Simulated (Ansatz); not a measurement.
GaN:
```xyz
2
Lattice="0.0000 2.2489 2.2489 2.2489 0.0000 2.2489 2.2489 2.2489 0.0000" Properties=species:S:1:pos:R:3 pbc="T T T"
N      3.3733     3.3733     3.3733
Ga     0.0000     0.0000     0.0000
```

Relaxed with r²SCAN.

Q: Give the Bader charges and basin volumes of the independent atoms, r²SCAN (plane waves, PAW; program Ansatz).

A: 

```json
[
 {"atom": "N1", "Bader charge (e)": "-1.64", "Bader volume (Å³)": "13.5"},
 {"atom": "Ga2", "Bader charge (e)": "+1.64", "Bader volume (Å³)": "9.3"}
]
```

Space group F-43m (zinc blende). The r²SCAN relaxation kept the symmetry of its start.

Potentials: the later of the program's two PAW sets.
